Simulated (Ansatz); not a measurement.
Sn:
```xyz
6
Lattice="-4.0513 4.0513 4.0513 4.0513 -4.0513 4.0513 4.0513 4.0513 -4.0513" Properties=species:S:1:pos:R:3 pbc="T T T"
Sn     2.0257     0.0000     4.0513
Sn     4.0513     2.0257     0.0000
Sn     0.0000     2.0257     4.0513
Sn     2.0257     4.0513     0.0000
Sn     4.0513     0.0000     2.0257
Sn     0.0000     4.0513     2.0257
```

Relaxed with r²SCAN. Special points in fractions of this cell's reciprocal vectors: Γ (0.000, 0.000, 0.000); H (0.500, -0.500, 0.500); N (0.000, 0.000, 0.500); P (0.250, 0.250, 0.250).

**Question.** List the band energies nearest the Fermi level at these points for r²SCAN with spin–orbit coupling in the plane-wave PAW code Ansatz.

**Answer.** In eV from the Fermi level; about four levels below and three above (degenerate sets whole), none deeper than 8.9 eV; points with the same levels are listed once.

```tsv
k	below	above
Γ	-1.92 -1.92 -1.92 -1.92 -1.78 -1.78	1.26 1.26 1.26 1.26
H	-0.02 -0.02 -0.02 -0.02	0.13 0.13 0.13 0.13
N	-1.28 -1.28 -0.81 -0.81	0.84 0.84 1.36 1.36
P	-1.65 -1.65 -1.65 -1.65	1.86 1.86 1.86 1.86
```

Space group Im-3m. The start of the workflow was typed in or built on a structure type; the Crystallography Open Database copy checked does not list it. It is not the phase usual at ambient conditions (space group No. 141). Symmetry was held in the r²SCAN relaxation; its stability against distortions is not shown here. The volume moved by 33 % from the start of the relaxation. The Fermi level of a semimetal is unsure by some 0.05 eV on such meshes.

Potentials: the earlier of the program's two PAW sets.
